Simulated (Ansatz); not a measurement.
ZrRu, in the lowest among the structures calculated here: Pm-3m (No. 221), cP2, CsCl type; a = 3.2319 Å, b = 3.2319 Å, c = 3.2319 Å, α = 90.00°, β = 90.00°, γ = 90.00°; Zr 1b (0.500, 0.500, 0.500); Ru 1a (0.000, 0.000, 0.000). Method: PBEsol (plane waves to 420 eV, PAW, scalar-relativistic; Ansatz, a first-principles code). Element references, the lowest calculated here: Ru (P6₃/mmc), Zr (P6/mmm, not the ambient form).

**Question.** What formation energy of this Pm-3m form of ZrRu from the elements does PBEsol give?

**Answer.** -0.63 eV/atom.

Static energies, no anion corrections, no zero-point energy. Values are rounded to 0.01 eV/atom. The compounds carry no spin polarisation.
